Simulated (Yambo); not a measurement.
# Mg$_{2}$ZnO$_{3}$: sweep of GW parameters

G0W0@PBEsol for Mg₂ZnO₃ (space group P-3m1, No. 164) in Yambo. Reference settings: 6×6×2 Γ-centred k mesh, bands 7 to 125 and a 8 Ry block in the screening, 125 bands in G with the Bruneval-Gonze terminator, plasmon pole fitted at 27.2 eV. The PBEsol gap A → Γ on this mesh is 2.84 eV; G0W0 gaps are taken between the same points.

| change from the reference | G0W0 gap A → Γ (eV) | shift of the valence edge (eV) | rough Yambo cost |
|---|---|---|---|
| reference settings | 4.72 | -1.04 | 1 |
| 57 bands in G | 4.74 | -1.05 | – |
| wavefunctions cut at 25 Ry | 4.52 | -0.74 | about 1/2 |
| no point-group symmetry | 4.72 | -1.04 | about 3× |
| 57 bands in G, no terminator | 4.53 | -0.39 | – |
| no terminator | 4.63 | -0.82 | – |

The reference isn't shown to be the converged limit. Costs are rough (shared machines), scaled to the same edge states, and given only for runs that recompute the screening.

Geometry of the Materials Project entry, not relaxed at this level; primitive cell a = b = 3.033 Å, c = 7.403 Å, α = β = 90.00°, γ = 120.00°.

The structure is a Materials Project entry; no match was found in the copy of COD used, and its stability was not checked.

A shift is the quasiparticle energy of the state minus its PBEsol energy.
